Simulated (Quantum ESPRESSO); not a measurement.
# Planted mistakes on one cell of Ca2ZnMgO4

Calculated results; nothing here was measured. They come from pw.x of Quantum ESPRESSO 7.5, a plane-wave density functional program, with PseudoDojo standard norm-conserving files (v0.5 for PBE, v0.4.1 for LDA and PBEsol). The cells are made up: elements, strain and atom displacements were drawn at random, and nothing was relaxed. There is no spin polarisation, spin-orbit coupling or dispersion term.

The cell has 8 sites of a rocksalt lattice. Sites 1 to 4 hold Ca Ca Zn Mg; sites 5 to 8 hold O O O O. Cell vectors in Å: (4.530, -0.052, -0.047); (-0.052, 4.430, -0.012); (-0.047, -0.012, 4.499). Settings: PBE, cutoff 1143 eV, 4 x 4 x 4 k mesh shifted by half a step, Fermi-Dirac smearing of 0.025 eV.

The intended run has a self-consistency threshold of 1e-07 eV, a smearing term of 0.000 eV, a pressure of 13.99 GPa and 12 iterations. Each further run changes one thing: all lengths scaled by 1.0130; atoms of sites 3 and 4 exchanged; k mesh 2 x 2 x 2; one electron removed; smearing 0.47 eV; threshold 0.2 eV. A coarse mesh keeps the shift, and a charged cell sits in a uniform background.

```
run  change of free energy (eV)  smearing term -TS (eV)  change of P (GPa)  largest change of a force component (eV/Å)  iterations
  A                       0.030                   0.000              -1.91                                       0.119           5
  B                      -0.241                   0.000              -6.23                                       0.261          12
  C                      -8.981                  -0.027             -24.90                                       0.223          16
  D                      -0.037                   0.000               0.07                                       0.542          12
  E                      -0.046                  -0.212               0.47                                       0.029          11
  F                      -0.089                   0.000              -0.56                                       0.185          12
```

A rerun of the intended cell at 1437 eV and k mesh 6 x 6 x 6 moved values by no more than 0.002 eV in the cell's energy, 0.04 GPa in stress and 0.010 eV/Å in force.

Question: which change belongs to which run?

## Worked reading

Run A has the fewest iterations, as a run stopped early does. Run E has the largest smearing term, as wide smearing gives. Run B changes the volume by a factor of 1.0395; minus its pressure change over the logarithm of that factor, 161 GPa, is a rough bulk modulus with clamped atoms. Energies from files of another functional, or of a charged cell, have another zero and say nothing on stability; the pressure of a charged cell rests on the program's zero of potential too.

## Key

```
run                            change
  A                  threshold 0.2 eV
  B      all lengths scaled by 1.0130
  C              one electron removed
  D  atoms of sites 3 and 4 exchanged
  E                  smearing 0.47 eV
  F                  k mesh 2 x 2 x 2
```